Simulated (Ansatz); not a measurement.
An Ansatz input:

```yaml
crystal:
  lattice:
    - [-1.8962305924, 1.8962305924, 1.8962305924]
    - [1.8962305924, -1.8962305924, 1.8962305924]
    - [1.8962305924, 1.8962305924, -1.8962305924]
  atoms:
    - { symbol: Tl, position: [0.0, 0.0, 0.0] }
hamiltonian:
  xc: lda
  pseudopotentials:
    kind: paw
    azcp:
      Tl: "pseudopotentials/Tl.paw.azcp"
basis:
  ecutwfc: 420
  fft_grid_basis: typed
kpoints:
  mp_grid: { grid: [13, 13, 13], shift: [0, 0, 0] }
magnetization:
  spin_polarized: false
scf:
  occupations: { method: fermi_dirac, width: 0.1 }
  lower_state_search: "off"
output:
  stress: true
```

Terminal output

```
Warning: the record states the generating functional pbe (its physics header spells it `PBE`), which answers neither for hamiltonian.xc's functional nor for the lda family's — results may be inconsistent (PPs are generated against a specific XC)
Engine: ansatz 0.2.0, x86_64-unknown-linux-gnu
Pseudopotentials: kind: paw
Pseudopotential: Tl, paw, valence charge 13, recommended cutoff 420 eV (normal) 
Functional definition: SPW92
  exchange = slater_x
  correlation = pw_c
Crystal: 1 atoms, lattice volume = 27.273 Å³
Basis set: ecut = 420 eV, 555 PW (Γ)
Bands: 11, of which v1, the nominal top of the filled ones, is band 7 counted from 1 (6 counted from 0)
Symmetry: 48 space group operations
Space group: Im-3m (ITA 229), of the structure as read, at distance tolerance 3.0e-5 Å
k-points: 84 of 2197
Non-local potential: Tl, projectors of the file, l = 0: 2, l = 1: 2, l = 2: 2, l = 3: 1
PAW form: soft (Blöchl's): semilocal exchange-correlation on the pseudo side does not see the compensation charge
PAW frozen core: Tl, regenerated for the run's functional, and the local potential with it (the file was generated under x = pbe(κ = 0.804, μ = 0.2195149727645171), c = pbe(β = 0.06672455060314922))
PAW one-centre angular grid: Tl, 590 points (default); XC on 64 Gauss nodes
Initial density: superposition of atomic densities (neutral atoms: chi_scale 0, normalization atom), corrected by the library's trained network
Initial wavefunctions: pseudopotential atomic-orbital guess
Functional: x = slater, c = lda
SCF iter   1: F=—  HF=-11146.597509 eV  |F-HF|=—  |Δ(HF+E_count)|=         —  Δρ=5.01e-3  dr2=5.47e-3  ethr=1.77e-3  ⟨swp⟩=5.4  Hψ=5858  notcnv=0
SCF iter   2: F=—  HF=-11146.595008 eV  |F-HF|=—  |Δ(HF+E_count)|=   2.50e-3  Δρ=2.20e-3  dr2=1.19e-3  ethr=4.21e-5  ⟨swp⟩=2.1  Hψ=2077  notcnv=0
SCF iter   3: F=—  HF=-11146.594522 eV  |F-HF|=—  |Δ(HF+E_count)|=   4.86e-4  Δρ=1.74e-4  dr2=2.74e-6  ethr=9.13e-6  ⟨swp⟩=2.2  Hψ=1425  notcnv=0  defer=1
SCF iter   4: F=—  HF=-11146.594526 eV  |F-HF|=—  |Δ(HF+E_count)|=   3.56e-6  Δρ=8.10e-5  dr2=2.03e-6  ethr=2.11e-8  ⟨swp⟩=2.0  Hψ=1454  notcnv=0  defer=1
SCF iter   5: F=—  HF=-11146.594525 eV  |F-HF|=—  |Δ(HF+E_count)|=   5.93e-7  Δρ=3.16e-5  dr2=2.95e-7  ethr=1.56e-8  ⟨swp⟩=2.2  Hψ=1420  notcnv=0  defer=1
SCF iter   6: F=-11146.594525 eV  HF=-11146.594525 eV  |F-HF|=1.74e-8  |Δ(HF+E_count)|=   1.19e-7  Δρ=7.21e-6  dr2=2.15e-8  ethr=7.69e-10  ⟨swp⟩=4.0  Hψ=2828  notcnv=0
SCF 1 converged in 6 iterations: F = -11146.594525 eV  dr2 = 2.15e-8
SCF converged after 6 iterations
Free energy (F): -11146.594525 eV
Harris-Foulkes:  -11146.594525 eV  (|F-HF|=1.74e-8)
Internal energy: -11146.577730 eV  (E = F + TS)
E sigma→0 (E₀):  -11146.586127 eV
Entropy (-TS):   -0.016795 eV (-16.795 meV/atom)
Fermi energy:    10.679976 eV
--- Per-component energies (eV) ---
  E_band       = 11.916506
  E_kinetic    = 333.915272
  E_local      = -848.645714  (includes V_loc(G=0)·N_el)
  E_nonlocal   = 321.336461
  E_hartree    = 311.814460
  E_xc         = -229.200733
  E_vxc        = -143.443988  (∫ρ·V_xc dr)
  E_paw        = -9868.047360  (= ΣΔE_a)
  E_vpaw       = -274.879307  (= ΣTr[D̂ρ^β])
  E_aug_tail   = 0.000032  (compensation charges beyond the density's cutoff)
  E_ewald      = -1167.608586
  E_core_change = -0.141561  (= ΣΔE_core)
  E_smearing   = -0.016795  (= −TS)
  E_closure    = -0.000000  (closes the sum)
  Σ components = -11146.594525   (vs F -11146.594525, Δ=0.00e0)
--- Stress (GPa, compression-positive) ---
        0.028867       0.000000       0.000000
       -0.000000       0.028867       0.000000
       -0.000000      -0.000000       0.028867
  P = ⅓ Tr σ = 0.0289 GPa (0.289 kbar)
```
